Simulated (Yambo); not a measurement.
A G0W0@PBEsol run in Yambo for RbScF₄ (space group Cmcm, No. 63) (4×4×1 Γ-centred k mesh, bands 3 to 240 and a 6 Ry block in the screening, 240 bands in G with the Bruneval-Gonze terminator, plasmon pole fitted at 27.2 eV) gives these matrix elements, in eV, at the band edges ((0.25, 0.25, 0) → (-0.5, -0.5, 0)):

```tsv
state	E0	<Vxc>	<Σx>	<Σc(E0)>	Z
valence edge	0.000	-22.224	-29.982	4.920	0.806
conduction edge	6.020	-17.341	-9.108	-4.641	0.842
```

**Question.** Solve the linearised quasiparticle equation for both states, give the gap, and say how exchange and correlation each act on it.

**Answer.** E = E0 + Z(Σx + Σc − Vxc). Valence: 0.000 + 0.806 × (-29.982 + (4.920) − (-22.224)) = -2.29 eV. Conduction: 6.020 + 0.842 × (-9.108 + (-4.641) − (-17.341)) = 9.05 eV. The gap is 11.33 eV, against 6.02 eV in PBEsol. Replacing Vxc by bare exchange alone would open it by 15.99 eV; correlation takes back 9.56 eV of that, and Z scales what is left. Nearest settings tried, and what they do to the gap: 124 bands in W: +175 meV. Not varied: bands in G, block, mesh. So the settings aren't converged at that level. 

Geometry of the Materials Project entry, not relaxed at this level; primitive cell a = b = 6.786 Å, c = 8.013 Å, α = β = 90.00°, γ = 144.80°.

The structure is a Materials Project entry; no match was found in the copy of COD used, and its stability was not checked.
